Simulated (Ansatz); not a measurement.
Ga3BAs4, ordered on the zincblende lattice (Pmm2) with 8 atoms a cell at its r2SCAN geometry, run in Ansatz at 2 levels of theory. No spin polarisation. The prototype was imposed, so other structures may be more stable.

The HSE06 input:
```yaml
crystal:
  lattice:
    - [3.8360831369, 0.0, 0.0]
    - [0.0, 7.7065298898, 0.0]
    - [0.0, 0.0, 5.4778498202]
  atoms:
    - { symbol: B, position: [0.0, 0.0, -0.0108992603] }
    - { symbol: As, position: [0.5, 0.0, 0.1978219367] }
    - { symbol: Ga, position: [0.5, 0.2319916349, 0.4992217355] }
    - { symbol: As, position: [0.0, 0.2237292169, 0.7692049657] }
    - { symbol: Ga, position: [0.0, 0.5, 0.0047181639] }
    - { symbol: As, position: [0.5, 0.5, 0.2715057577] }
    - { symbol: Ga, position: [0.5, 0.7680083651, 0.4992217355] }
    - { symbol: As, position: [0.0, 0.7762707831, 0.7692049657] }
kpoints:
  mp_grid: { grid: [4, 2, 4] }
  band_path:
    path:
      - [0.0, 0.0, 0.0]
      - [0.5, 0.0, 0.0]
      - [0.5, 0.5, 0.0]
      - [0.0, 0.5, 0.0]
      - [0.0, 0.0, 0.5]
      - [0.5, 0.0, 0.5]
      - [0.5, 0.5, 0.5]
      - [0.0, 0.5, 0.5]
    npoints: 1
hamiltonian:
  xc: hse06
scf:
  occupations: { method: fixed }
  n_extra_bands: 6
output:
  forces: true
  stress: true
  eigenvalues: true
```

Main results, then, where recorded, the levels near the gap in eV from the Fermi energy (columns number the bands from 0), one row a point of the path (Γ, X, S, Y, Z, U, R, T):
```
Crystal: 8 atoms, lattice volume = 161.941 Å³
Symmetry: 4 space group operations
Space group: Pmm2 (ITA 25)
```
```
Basis set: ecut = 420 eV, 3163 PW (Γ)
k-points: 18 of 32 (time reversal used)
Exchange kernel: α = 0.2500, screened, ω = 0.2079 Å⁻¹, Wigner–Seitz truncation, v(0) = 1035.9054 eV·Å³, q-mesh 4×2×4
hybrid outer 1: dexx = +4.068e-2 eV, tail = 2.55e-4 eV
hybrid outer 2: dexx = +5.210e-6 eV, tail = 1.40e-7 eV, Δε = 3.47e-3 eV, ΔF = 7.38e-3 eV/Å
hybrid outer 3: dexx = +2.869e-9 eV, tail = 2.77e-9 eV, Δε = 8.70e-5 eV, ΔF = 4.41e-5 eV/Å
hybrid SCF converged: 3 outer / 16 inner (+5 warm-up)
Free energy (F): -30937.182381 eV
Fermi energy:    8.617605 eV
--- Forces (eV/Å), atoms counted from 1 ---
  atom   1  B       0.00000      0.00000      0.00878
  atom   2  As      0.00000      0.00000    -0.21431
  atom   3  Ga      0.00000      0.02756      0.00451
  atom   4  As      0.00000    -0.05989      0.10002
  atom   5  Ga      0.00000      0.00000    -0.01904
  atom   6  As      0.00000      0.00000      0.01550
  atom   7  Ga      0.00000    -0.02756      0.00451
  atom   8  As      0.00000      0.05989      0.10002
--- Stress (GPa, compression-positive) ---
        0.638326       0.000000       0.000000
        0.000000       0.811868       0.000000
        0.000000       0.000000      -0.205721
  P = ⅓ Tr σ = 0.4148 GPa (4.148 kbar)
```
```tsv
band_46	band_47	band_48	band_49	band_50	band_51	band_52	band_53
-1.790	-1.240	-0.276	-0.218	0.000	1.390	1.512	2.253
-3.626	-3.259	-3.185	-1.934	-1.353	1.635	1.832	1.861
-3.498	-3.440	-3.082	-2.970	-2.738	2.780	2.961	2.998
-2.383	-1.987	-1.600	-0.507	-0.209	1.535	2.941	3.155
-1.769	-1.760	-1.358	-1.336	-1.123	1.197	2.035	2.271
-4.210	-1.982	-1.618	-1.542	-1.172	1.456	1.790	4.461
-3.758	-2.534	-2.498	-2.496	-2.427	3.370	3.425	3.598
-2.126	-1.752	-1.513	-1.474	-1.376	2.088	3.079	3.381
```

The HSE06 gap is indirect, 1.20 eV (Γ to Z), below the direct gap of 1.39 eV at Γ.

Task: Another run on the same cell gave
```
Basis set: ecut = 420 eV, 3163 PW (Γ)
k-points: 18 of 32 (time reversal used)
hybrid outer 1: dexx = +5.573e-2 eV, tail = 3.21e-4 eV
hybrid outer 2: dexx = +1.219e-5 eV, tail = 2.40e-7 eV, Δε = 4.32e-3 eV, ΔF = 1.09e-2 eV/Å
hybrid outer 3: dexx = +6.106e-9 eV, tail = 9.03e-10 eV, Δε = 9.00e-5 eV, ΔF = 7.60e-5 eV/Å
hybrid SCF converged: 3 outer / 17 inner (+5 warm-up)
Free energy (F): -30937.197498 eV
Fermi energy:    8.284311 eV
--- Forces (eV/Å), atoms counted from 1 ---
  atom   1  B       0.00000      0.00000      0.01406
  atom   2  As      0.00000      0.00000    -0.19646
  atom   3  Ga      0.00000      0.02865      0.00503
  atom   4  As      0.00000    -0.04921      0.08782
  atom   5  Ga      0.00000      0.00000    -0.01592
  atom   6  As      0.00000      0.00000      0.01261
  atom   7  Ga      0.00000    -0.02865      0.00503
  atom   8  As      0.00000      0.04921      0.08782
--- Stress (GPa, compression-positive) ---
        0.417728       0.000000       0.000000
        0.000000       0.605858       0.000000
        0.000000       0.000000      -0.386147
  P = ⅓ Tr σ = 0.2125 GPa (2.125 kbar)
```
```tsv
band_46	band_47	band_48	band_49	band_50	band_51	band_52	band_53
-1.823	-1.270	-0.253	-0.221	0.000	2.056	2.165	2.911
-3.676	-3.301	-3.224	-1.962	-1.381	2.291	2.490	2.518
-3.549	-3.490	-3.122	-3.007	-2.776	3.449	3.638	3.671
-2.430	-2.012	-1.610	-0.515	-0.217	2.211	3.613	3.824
-1.798	-1.783	-1.373	-1.364	-1.147	1.853	2.681	2.939
-4.280	-2.012	-1.631	-1.550	-1.195	2.103	2.433	5.159
-3.821	-2.566	-2.532	-2.531	-2.460	4.047	4.103	4.283
-2.143	-1.767	-1.544	-1.506	-1.407	2.768	3.742	4.046
```
Which level of theory and mesh gave it?

Result: It is PBE0, judged by the exchange loop and the size of the gap (a near hybrid could fit too), on 4×2×4; the blocks that differ from the first input, but for the band path:
```yaml
hamiltonian:
  xc: pbe0
```
PBE0 gives an indirect gap of 1.85 eV, from Γ to Z; the least direct gap is 2.06 eV at Γ. The mean pressure at these positions is +0.2 GPa, compression counted positive. The stress of a hybrid is loosely converged here.

Totals of different functionals can't be compared.

Spin-orbit coupling is left out.

The meshes of the hybrids are coarse, so their gaps aren't converged to the digits shown.
